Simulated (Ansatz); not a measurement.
Relaxed TiN (rock salt):

```
TiN
1.0
    0.00000     4.24674     4.24674
    2.12337     0.00000     2.12337
    2.12337     2.12337     0.00000
N Ti
2 2
Direct
  0.00000   0.00000   0.00000
  0.50000   0.00000   0.00000
  0.25000   0.50000   0.50000
  0.75000   0.50000   0.50000
```

In each cell atom 4 (Ti, nearest neighbour N at 2.123 Å; its periodic images, 3.0 Å or more away, move with it) moves by s·(-1.000, 0.000, 0.000) (towards the nearest neighbour), the rest being held.

These are PBE (plane waves to 420 eV, PAW, scalar-relativistic; Ansatz, a quantum-chemistry and plane-wave program) values and carry that method's errors. k mesh 15×15×15 (Γ-centred), Fermi-Dirac smearing 0.05 eV. E stands for the smeared free energy. Left out: 2 of 11 points, with atoms too close for the PAW data. With partly filled bands, energies and forces of such displacements shift with the k mesh and the smearing. The PAW data are Ansatz's earlier set. TiN is run without spin polarisation. TiN was relaxed with its symmetry unable to fall. ΔE is measured from the undisplaced structure. The last digit holds for this mesh only.

| s (Å) | ΔE (meV/cell) |
|---|---|
| -0.336 | 713.0 |
| -0.252 | 353.7 |
| -0.168 | withheld |
| -0.084 | 32.3 |
| 0.000 | 0.0 |
| 0.084 | 32.3 |
| 0.168 | withheld |
| 0.252 | 353.7 |
| 0.336 | 713.0 |

Q: Fit an even polynomial form (powers 2, 4, 6) to the given rows and predict ΔE at s = 0.168.

A: Least squares on the 7 given rows: ΔE = (4443)·s² + (19220)·s⁴ + (-23380)·s⁶, in meV/cell with s in Å; root-mean-square residual 0.04 meV/cell. At 0.168 the fit gives 140.2 meV/cell; the calculation gives 140.2 meV/cell, the same to the digits shown. The quadratic term alone would give 125.4 meV/cell.

(A displaced cell: forces are minus the slopes of the energy, force constants its curvatures, and phonons follow from these.)
